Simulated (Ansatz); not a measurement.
Relaxed-ion elastic tensor of BN (rock salt, space group No. 225) in GPa (Voigt order), plane-wave PAW LDA (Ansatz code); density 3.98 g/cm³, 5.18 Å³ per atom.

```
     1    2    3    4    5    6
-  ---  ---  ---  ---  ---  ---
1  603  323  323  0.0  0.0  0.0
2  323  603  323  0.0  0.0  0.0
3  323  323  603  0.0  0.0  0.0
4  0.0  0.0  0.0  660  0.0  0.0
5  0.0  0.0  0.0  0.0  660  0.0
6  0.0  0.0  0.0  0.0  0.0  660
```

Q: Is the crystal mechanically stable?

A: Yes: the smallest eigenvalue of C is 280 GPa.

Q: Work out the Voigt, Reuss and Hill averages.

A: K_V = 416, K_R = 416, K_H = 416; G_V = 452, G_R = 266, G_H = 359 GPa.

Q: Give Young's modulus, Poisson's ratio, Pugh's ratio and the universal anisotropy index.

A: E = 9KG/(3K + G) = 837 GPa; ν = 0.17; K/G = 1.16 (brittle by the Pugh limit of 1.75); A_U = 5G_V/G_R + K_V/K_R − 6 = 3.51.

Q: Estimate the sound speeds and the Debye temperature.

A: v_l = √((K + 4G/3)/ρ) = 15000 m/s, v_t = √(G/ρ) = 9500 m/s, mean 10400 m/s; Θ = (h/k)(3n/4πV)^(1/3) v_m = 1800 K.

Q: Give the Zener ratio and Young's modulus along [100], [110] and [111].

A: A = 2C44/(C11 − C12) = 4.71; 1/E = S11 − 2(S11 − S12 − S44/2)Γ with Γ = 0, 1/4, 1/3 gives 378, 806, 1300 GPa.

Space group Fm-3m (rock salt). The cell is a constructed one: a structure type filled with these elements; neither database checked (COD, Materials Project) lists it. It is not the phase usual at ambient conditions (space group No. 186, 194, 216). The LDA relaxation kept the symmetry of its start. At this level the phase is dynamically unstable (imaginary phonons).

Potentials: the later of the program's two PAW sets.
